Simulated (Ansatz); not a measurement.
SnSe:
```
SnSe
1.0
   11.51219     0.00000     0.00000
    0.00000     4.17434     0.00000
    0.00000     0.00000     4.37092
Sn Se
4 4
Direct
  0.61870   0.75000   0.40758
  0.38130   0.25000   0.59242
  0.88130   0.25000   0.90758
  0.11870   0.75000   0.09242
  0.14263   0.25000   0.52265
  0.85737   0.75000   0.47735
  0.35737   0.75000   0.02265
  0.64263   0.25000   0.97735
```

Relaxed with PBE+D3(BJ). Special points in fractions of this cell's reciprocal vectors: Γ (0.000, 0.000, 0.000); X (0.500, 0.000, 0.000); S (0.500, 0.500, 0.000); Y (0.000, 0.500, 0.000); Z (0.000, 0.000, 0.500); U (0.500, 0.000, 0.500); R (0.500, 0.500, 0.500); T (0.000, 0.500, 0.500).

### Question
List the band energies nearest the valence-band maximum at these points for plane-wave PAW PBE+D3(BJ) (Ansatz code).

### Answer
In eV from the valence-band maximum; about four levels below and three above (degenerate sets whole), none deeper than 8.9 eV; points with the same levels are listed once.

```
k                    below                above
-  -----------------------  -------------------
Γ  -1.68 -1.39 -0.76 -0.63       0.51 2.97 3.12
X  -1.98 -1.98 -0.64 -0.64  2.52 2.52 2.75 2.75
S  -0.94 -0.94 -0.94 -0.94  1.37 1.37 1.37 1.37
Y  -1.04 -1.04 -0.67 -0.67  0.90 0.90 1.35 1.35
Z  -0.81 -0.81 -0.30 -0.30  1.18 1.18 1.40 1.40
U  -0.49 -0.49 -0.27 -0.27  1.11 1.11 1.46 1.46
R  -1.66 -1.66 -1.66 -1.66  2.38 2.38 2.38 2.38
T  -2.40 -2.40 -1.58 -1.58  2.58 2.58 2.99 2.99
```

Space group Pnma. Symmetry was held in the PBE+D3(BJ) relaxation. Spin–orbit coupling is left out wherever it is not named.

Potentials: the earlier of the program's two PAW sets.
